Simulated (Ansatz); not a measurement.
A plane-wave DFT run in Ansatz 0.2.0 (scalar-relativistic PAW potentials unless the input names others): input and command.

```yaml
crystal:
  lattice:
    - [3.8408305768, 0.0, 0.0]
    - [-1.9204152884, 3.3262568512, 0.0]
    - [0.0, 0.0, 5.1168428535]
  atoms:
    - { symbol: Ni, position: [0.0, 0.0, 0.0] }
    - { symbol: Te, position: [0.3333333333, 0.6666666667, 0.2561831359] }
    - { symbol: Te, position: [0.6666666667, 0.3333333333, 0.7438168641] }
basis:
  ecutwfc: 420
kpoints:
  mp_grid: { grid: [8, 8, 5] }
hamiltonian:
  xc: lda
  hubbard: { sites: [{ species: Ni, l: d, u_eff: 8.0 }], double_counting: fll }
scf:
  occupations: { method: gaussian, width: 0.1 }
  convergence: { dr2_threshold: 1.0e-08 }
output:
  forces: true
  eigenvalues: true
  stress: true
relax:
  adjacent_minimum: "off"
  f_tol: 0.005
  max_steps: 50
  cell: { stress_tol: 0.05 }
```

```bash
ansatz run input.yaml --threads 1 --pin off --max-ram 2560MiB --backend cpu --events-out ev --progress --plain --runs-dir out
```

Abridged log:
```
Warning: relax.cell: scf.convergence.dr2_threshold = 1e-8 eV is looser than the 3e-10 eV advised for a relaxation that steers and ends on the stress (1e-10 eV for each atom of the cell: 3). ...
Basis set: ecut = 420 eV, 1265 PW (Γ)
Bands: 30, of which v1, the nominal top of the filled ones, is band 25 counted from 1 (24 counted from 0)
Symmetry: 12 space group operations
k-points: 40 of 320
SCF iter   1: F=—  HF=-19430.492601 eV  |F-HF|=—  |Δ(HF+E_count)|=         —  Δρ=2.11e-1  dr2=3.02e1  ethr=3.10e-3  ⟨swp⟩=6.1  Hψ=4736  notcnv=0
SCF iter   2: F=—  HF=-19427.474544 eV  |F-HF|=—  |Δ(HF+E_count)|=    3.02e0  Δρ=1.53e-1  dr2=6.46e0  ethr=3.10e-3  ⟨swp⟩=4.0  Hψ=3305  notcnv=0  defer=29
SCF iter   3: F=—  HF=-19426.076627 eV  |F-HF|=—  |Δ(HF+E_count)|=    1.40e0  Δρ=6.26e-2  dr2=4.80e0  ethr=3.10e-3  ⟨swp⟩=3.6  Hψ=2841  notcnv=0  defer=29
SCF iter   4: F=—  HF=-19425.280677 eV  |F-HF|=—  |Δ(HF+E_count)|=   7.96e-1  Δρ=5.68e-2  dr2=1.16e0  ethr=3.10e-3  ⟨swp⟩=3.0  Hψ=2055  notcnv=0  defer=28
SCF iter   5: F=—  HF=-19425.378643 eV  |F-HF|=—  |Δ(HF+E_count)|=   9.80e-2  Δρ=5.57e-2  dr2=1.25e0  ethr=2.33e-3  ⟨swp⟩=1.7  Hψ=1565  notcnv=0  defer=27
SCF iter   6: F=—  HF=-19425.246547 eV  |F-HF|=—  |Δ(HF+E_count)|=   1.32e-1  Δρ=3.06e-3  dr2=1.83e-2  ethr=2.33e-3  ⟨swp⟩=2.0  Hψ=1644  notcnv=0  defer=27
SCF iter   7: F=—  HF=-19425.246845 eV  |F-HF|=—  |Δ(HF+E_count)|=   2.97e-4  Δρ=8.28e-3  dr2=4.77e-2  ethr=3.66e-5  ⟨swp⟩=2.0  Hψ=1940  notcnv=0  defer=27
SCF iter   8: F=—  HF=-19425.243070 eV  |F-HF|=—  |Δ(HF+E_count)|=   3.77e-3  Δρ=4.53e-3  dr2=1.34e-2  ethr=3.66e-5  ⟨swp⟩=1.2  Hψ=1185  notcnv=0  defer=27
   ...
SCF iter   1: F=—  HF=-19425.272333 eV  |F-HF|=—  |Δ(HF+E_count)|=         —  Δρ=8.50e-5  dr2=3.00e-6  ethr=6.90e-9  ⟨swp⟩=3.0  Hψ=6507  notcnv=0
SCF iter   2: F=—  HF=-19425.272333 eV  |F-HF|=—  |Δ(HF+E_count)|=   2.70e-7  Δρ=5.37e-5  dr2=1.02e-6  ethr=6.01e-9  ⟨swp⟩=2.1  Hψ=1420  notcnv=0
SCF iter   3: F=—  HF=-19425.272333 eV  |F-HF|=—  |Δ(HF+E_count)|=   2.19e-8  Δρ=5.61e-5  dr2=1.50e-6  ethr=2.03e-9  ⟨swp⟩=2.0  Hψ=2151  notcnv=0
SCF iter   4: F=—  HF=-19425.272333 eV  |F-HF|=—  |Δ(HF+E_count)|=   1.88e-7  Δρ=1.11e-5  dr2=4.94e-8  ethr=2.03e-9  ⟨swp⟩=2.0  Hψ=1484  notcnv=0
SCF iter   5: F=-19425.272333 eV  HF=-19425.272333 eV  |F-HF|=4.02e-9  |Δ(HF+E_count)|=   5.36e-9  Δρ=2.65e-6  dr2=5.04e-9  ethr=2.00e-11  ⟨swp⟩=3.1  Hψ=5429  notcnv=0
SCF 7 converged in 5 iterations: F = -19425.272333 eV  dr2 = 5.04e-9
relax step   7: F+E_penalty+E_count = -19425.27233268 eV  Δ(F+E_penalty+E_count) = -1.945e-5 eV  max|allowed force component| = 1.046e-5 eV/Å  Δτ_max = 0.0000 Å  P = +0.000 GPa  Ω = 62.839 Å³  energy of the carried Pulay correction = -1.365e-6 eV  (5 SCF iters, accepted)
SCF iter   1: F=—  HF=-19425.272327 eV  |F-HF|=—  |Δ(HF+E_count)|=         —  Δρ=3.57e-6  dr2=5.75e-9  ethr=1.20e-7  ⟨swp⟩=3.9  Hψ=7959  notcnv=0
SCF iter   2: F=—  HF=-19425.272329 eV  |F-HF|=—  |Δ(HF+E_count)|=   1.92e-6  Δρ=4.04e-6  dr2=7.06e-9  ethr=1.15e-11  ⟨swp⟩=8.2  Hψ=6499  notcnv=0
SCF iter   3: F=-19425.272329 eV  HF=-19425.272329 eV  |F-HF|=1.04e-9  |Δ(HF+E_count)|=  8.22e-10  Δρ=1.39e-6  dr2=1.60e-9  ethr=1.15e-11  ⟨swp⟩=2.8  Hψ=4113  notcnv=0
SCF 8 converged in 3 iterations: F = -19425.272329 eV  dr2 = 1.60e-9
SCF converged after 3 iterations
Free energy (F): -19425.272329 eV
Harris-Foulkes:  -19425.272329 eV  (|F-HF|=1.04e-9)
Internal energy: -19425.266211 eV  (E = F + TS)
E sigma→0 (E₀):  -19425.269270 eV
Entropy (-TS):   -0.006118 eV (-2.039 meV/atom)
Fermi energy:    13.248688 eV
--- Forces (eV/Å), atoms counted from 1 ---
  atom   1  Ni     0.00000000     0.00000000     0.00000000
  atom   2  Te     0.00000000     0.00000000     0.00000411
  atom   3  Te     0.00000000     0.00000000    -0.00000411
--- Stress (GPa, compression-positive) ---
        0.003120       0.000000       0.000000
        0.000000       0.003120       0.000000
        0.000000       0.000000      -0.004479
  P = ⅓ Tr σ = 0.0006 GPa (0.006 kbar)
Occupation matrices written to <dir>
--- Relaxed structure (6 steps of the walk, 5 accepted, 2 SCFs on fresh bases) ---
  F+E_penalty+E_count = -19425.27232894 eV   max|allowed force component| = 4.113e-6 eV/Å   (the final SCF, on the basis selected at the relaxed cell)
  cell:  # Å, volume = 62.8387 Å³
    - [3.81187513, 0.0, 0.0]
    - [-1.90593756, 3.30118070, 0.0]
    - [0.0, 0.0, 4.99366064]
  atoms:
    - { symbol: Ni, position: [0.0, 0.0, 3.43955256e-136] }
    - { symbol: Te, position: [0.33333333, 0.66666666, 0.25563733] }
    - { symbol: Te, position: [0.66666666, 0.33333333, 0.74436266] }
```

Apart from outputs and empty bands, the input differs from a reference run on usual settings in hamiltonian.hubbard: not typed → {"sites": [{"species": "Ni", "l": "d", "u_eff": 8.0}], "double_counting": "fll"}; scf.convergence.dr2_threshold: not typed → 1e-08; kpoints.mp_grid.grid: [12, 12, 8] → [8, 8, 5]. The reference, at the same start, ended its own course with a relaxed volume of 21.27 Å³/atom, pressure 0.01 GPa, largest force 0.000 eV/Å, no gap on the mesh. This run converged in 57 SCF iterations over all its steps (reference: 40) with an energy at zero smearing 1.1 eV/atom above the reference's (the Hamiltonian itself differs), a relaxed volume of 20.95 Å³/atom, pressure 0.00 GPa, largest force 0.000 eV/Å, no gap on the mesh. Its k mesh is looser than usual. The Hamiltonian differs as well, so the change in the result can't be put down to that alone.

It took 45 s on 1 thread of Arm Neoverse V1, on a shared host, peak memory 0.41 GiB.